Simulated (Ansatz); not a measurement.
A generator proposed this cell of La₃Zr.

```xyz
4
Lattice="0.0000 4.0019 4.0019 4.0019 0.0000 4.0019 4.0019 4.0019 0.0000" Properties=species:S:1:pos:R:3 pbc="T T T"
La    2.0010    2.0010    2.0010
La    6.0029    6.0029    6.0029
La    4.0019    4.0019    4.0019
Zr    0.0000    0.0000    0.0000
```

Level of theory: Ansatz 0.2.0, DFT PBE, scalar-relativistic, plane waves, PAW. Cutoff 420 eV; k points 4×4×4 on the computed 4-atom cell (Γ-centred); Gaussian smearing, width 0.10 eV; no spin polarisation.

The zero of energy is the elements' standard structures at the same level; no fitted shifts are applied.

Q: Estimate its pressure, forces and energy as it stands.

A: The pressure is 0.2 GPa (near zero), the largest force is 0.00 eV/Å (symmetry fixes the atoms), and the energy is +0.25 eV/atom against the elements. The shortest distance is 3.47 Å.

Q: How much does it gain on relaxing, and where does it end?

A: Relaxing gains under 0.1 eV/atom (the start's value is from the coarse mesh, so the gain is rough) in 5 ionic steps and ends at +0.25 eV/atom on the finer mesh. The symmetry stays Fm-3m (No. 225). The end has the BiF3 (D0_3) type. The volume per atom grows by 1.1 %, from 32.0 to 32.4 Å³. The shortest distance goes from 3.47 Å (La–Zr and La–La) to 3.48 Å (La–Zr and La–La). Conventional cell: a = 8.034 Å. Around La on a site of symmetry -43m lie 4 La at 3.48 Å, 4 Zr at 3.48 Å and 6 La at 4.02 Å; La on a site of symmetry m-3m has 8 La at 3.48 Å and 6 Zr at 4.02 Å; Zr is surrounded by 8 La at 3.48 Å and 6 La at 4.02 Å.

The last run used collinear spin, a 10×10×10 mesh for its 4-atom cell and Gaussian smearing of 0.10 eV. Another magnetic order may lie lower. The relaxation can't lower the symmetry of the start. A structure relaxed within its symmetry needn't be a true minimum.
